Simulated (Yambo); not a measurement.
CaSe (rock salt, space group Fm-3m, No. 225); a = b = c = 4.1485 Å, α = β = γ = 60.00°. With the G0W0 scissor the direct gap on the mesh is 4.59 eV.

### Question
Can the lowest exciton of this BSE run be trusted, and with what binding energy? (Yambo, PBE bands; 8×8×8 mesh, 3 valence and 7 conduction bands, static screening with 32 bands and a 4 Ry block, scissor 1.66 eV, Tamm-Dancoff.)

### Answer
No. The lowest state covers only about 5 of the 512 k points, so the mesh doesn't resolve it: its energy and its distance from the direct gap are mesh artefacts. An extended exciton needs a far denser mesh. The scissor comes from a G0W0 run whose convergence isn't established. Spin-orbit splittings are left out.

Bands and orbitals come from the standard potentials; the scissor and the G0W0 gaps come from a run at the same geometry on the stringent ones, which hold whole semicore shells in the valence.

Geometry relaxed with PBEsol.
